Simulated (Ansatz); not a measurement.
input.yaml (Ansatz)

```yaml
crystal:
  lattice:
    - [2.36693629, 0.0, 0.0]
    - [0.0, 2.36693629, 0.0]
    - [0.0, 0.0, 2.36693629]
  atoms:
    - { symbol: Ni, position: [0.0, 0.0, 0.0] }
hamiltonian:
  xc: blyp
  pseudopotentials:
    kind: paw
    azcp:
      Ni: "pseudopotentials/Ni.paw.azcp"
basis:
  ecutwfc: 420
  fft_grid_basis: typed
kpoints:
  mp_grid: { grid: [22, 22, 22], shift: [0, 0, 0] }
magnetization:
  spin_polarized: false
scf:
  occupations: { method: fermi_dirac, width: 0.1 }
```

Terminal output

```
Engine: ansatz 0.2.0, aarch64-unknown-linux-gnu
Pseudopotentials: kind: paw
Pseudopotential: Ni, paw, valence charge 18, recommended cutoff 420 eV (normal) 
Functional definition: BLYP
  parameter beta = 0.0042
  parameter a = 0.04918
  parameter b = 0.132
  parameter c = 0.2533
  parameter d = 0.349
  exchange = b88_x(beta = beta)
  correlation = lyp_c(a = a, b = b, c = c, d = d)
Crystal: 1 atoms, lattice volume = 13.260 Å³
Basis set: ecut = 420 eV, 251 PW (Γ), exchange–correlation on 32×32×32 points (8 copies of the dense FFT grid, shifted against one another)
Bands: 13, of which v1, the nominal top of the filled ones, is band 9 counted from 1 (8 counted from 0)
Symmetry: 48 space group operations
Space group: Pm-3m (ITA 221), of the structure as read, at distance tolerance 2.4e-5 Å
k-points: 364 of 10648
Non-local potential: Ni, projectors of the file, l = 0: 3, l = 1: 2, l = 2: 3, l = 3: 1
PAW form: soft (Blöchl's): semilocal exchange-correlation on the pseudo side does not see the compensation charge
PAW frozen core: Ni, regenerated for the run's functional, and the local potential with it (the file was generated under x = pbe(κ = 0.804, μ = 0.2195149727645171), c = pbe(β = 0.06672455060314922))
PAW one-centre angular grid: Ni, 590 points (default); XC on 64 Gauss nodes
Initial density: superposition of atomic densities (neutral atoms: chi_scale 0, normalization atom), corrected by the library's trained network
Initial wavefunctions: pseudopotential atomic-orbital guess
Functional: x = b88, c = lyp
SCF iter   1: F=—  HF=-5847.772135 eV  |F-HF|=—  |Δ(HF+E_count)|=         —  Δρ=2.28e-2  dr2=4.81e-2  ethr=1.77e-3  ⟨swp⟩=5.4  Hψ=24896  notcnv=0
SCF iter   2: F=—  HF=-5847.767937 eV  |F-HF|=—  |Δ(HF+E_count)|=   4.20e-3  Δρ=1.36e-2  dr2=1.94e-2  ethr=2.67e-4  ⟨swp⟩=1.0  Hψ=7644  notcnv=0
SCF iter   3: F=—  HF=-5847.764968 eV  |F-HF|=—  |Δ(HF+E_count)|=   2.97e-3  Δρ=3.03e-3  dr2=7.71e-4  ethr=1.08e-4  ⟨swp⟩=1.0  Hψ=4756  notcnv=0
SCF iter   4: F=—  HF=-5847.764852 eV  |F-HF|=—  |Δ(HF+E_count)|=   1.16e-4  Δρ=4.35e-4  dr2=7.15e-6  ethr=4.28e-6  ⟨swp⟩=2.2  Hψ=6128  notcnv=0
SCF iter   5: F=—  HF=-5847.764852 eV  |F-HF|=—  |Δ(HF+E_count)|=   5.04e-8  Δρ=1.99e-5  dr2=4.26e-8  ethr=3.97e-8  ⟨swp⟩=2.3  Hψ=7217  notcnv=0
SCF iter   6: F=-5847.764852 eV  HF=-5847.764852 eV  |F-HF|=4.10e-10  |Δ(HF+E_count)|=   4.91e-8  Δρ=2.63e-6  dr2=4.67e-10  ethr=2.37e-10  ⟨swp⟩=1.4  Hψ=13631  notcnv=0
SCF 1 converged in 6 iterations: F = -5847.764852 eV  dr2 = 4.67e-10
SCF converged after 6 iterations
Free energy (F): -5847.764852 eV
Harris-Foulkes:  -5847.764852 eV  (|F-HF|=4.10e-10)
Internal energy: -5847.686005 eV  (E = F + TS)
E sigma→0 (E₀):  -5847.725428 eV
Entropy (-TS):   -0.078847 eV (-78.847 meV/atom)
Fermi energy:    14.395395 eV
--- Per-component energies (eV) ---
  E_band       = -342.366380
  E_kinetic    = 283.111882
  E_local      = -3861.878269  (includes V_loc(G=0)·N_el)
  E_nonlocal   = 634.817631
  E_hartree    = 1618.846563
  E_xc         = -82.195669
  E_vxc        = -105.640023  (∫ρ·V_xc dr)
  E_paw        = -1644.083622  (= ΣΔE_a)
  E_vpaw       = -530.471491  (= ΣTr[D̂ρ^β])
  E_aug_tail   = 0.000370  (compensation charges beyond the density's cutoff)
  E_ewald      = -2796.308728
  E_core_change = 0.003837  (= ΣΔE_core)
  E_smearing   = -0.078847  (= −TS)
  E_closure    = 0.000000  (closes the sum)
  Σ components = -5847.764852   (vs F -5847.764852, Δ=0.00e0)
```
